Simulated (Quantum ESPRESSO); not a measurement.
## Kohn-Sham bands of GaSe (R3m)

```yaml
crystal:
  lattice:
    - [-1.88709, 3.26854, 0.00000]
    - [-3.77418, 0.00000, 0.00000]
    - [-1.88709, 1.08951, 8.70470]
  atoms:
    - { symbol: Ga, position: [0.95319, 0.95319, 0.14043] }
    - { symbol: Ga, position: [0.04646, 0.04646, 0.86061] }
    - { symbol: Se, position: [0.24233, 0.24233, 0.27300] }
    - { symbol: Se, position: [0.42403, 0.42403, 0.72792] }
```

Structure: Materials Project mp-11342, symmetrised, not relaxed again. Not found in the COD (Crystallography Open Database) copy used, which has the formula in other groups; not checked further. Computed values, not measurements, from LDA: Quantum ESPRESSO (norm-conserving PseudoDojo potentials, cutoff 69 Ry, no spin polarisation, no spin-orbit coupling) on a Γ-centred 8×8×8 mesh, then Wannier90. Density: 10×10×10 mesh, cold smearing 0.01 Ry. The cell is built of weakly bound layers, chains or molecules, whose nearest atoms lie 4.52 Å apart. Database cells relaxed without dispersion often hold them too far apart, which can enlarge gaps and weakens couplings between them; spacing and stacking were not compared with the measured crystal. Spin-orbit coupling, left out, would split the p-like bands by a few tenths of an eV.

Question: List the Kohn-Sham levels between −8 and 4.1 eV relative to the valence-band maximum at the high-symmetry points, as a band run of pw.x on that density gives them (levels within 2 meV counted together).

Answer: 
```csv
point,k (reciprocal lattice),levels (eV)
Γ,0.000 0.000 0.000,"-6.61, -3.54, -1.01 (×2), -0.96, -0.90 (×2), 1.74, 2.38"
T,0.000 0.000 0.500,"-6.47, -4.02, -1.04 (×2), -0.88 (×2), -0.01, 1.10, 2.37"
H_2,-0.323 -0.646 0.177,"-7.09, -6.06, -4.32, -3.90, -2.52, -2.00, -1.80, 2.11, 2.90"
H_0,-0.354 -0.677 -0.177,"-7.09, -6.06, -4.32, -3.90, -2.52, -2.00, -1.80, 2.11, 2.90"
L,0.000 -0.500 0.000,"-7.24, -6.25, -3.52, -2.34, -2.12, -2.05, -1.74, 1.64, 1.94, 4.02, 4.07"
S_0,-0.339 -0.677 -0.339,"-7.09, -6.06, -4.32, -3.91, -2.52, -2.00, -1.78, 2.12, 2.89"
S_2,-0.339 -0.661 0.000,"-7.09, -6.06, -4.32, -3.91, -2.52, -2.00, -1.78, 2.12, 2.89"
F,-0.500 -0.500 0.000,"-7.22, -6.27, -3.43, -2.39, -2.21, -2.08, -1.65, 1.58, 1.98, 3.79, 4.08"
```
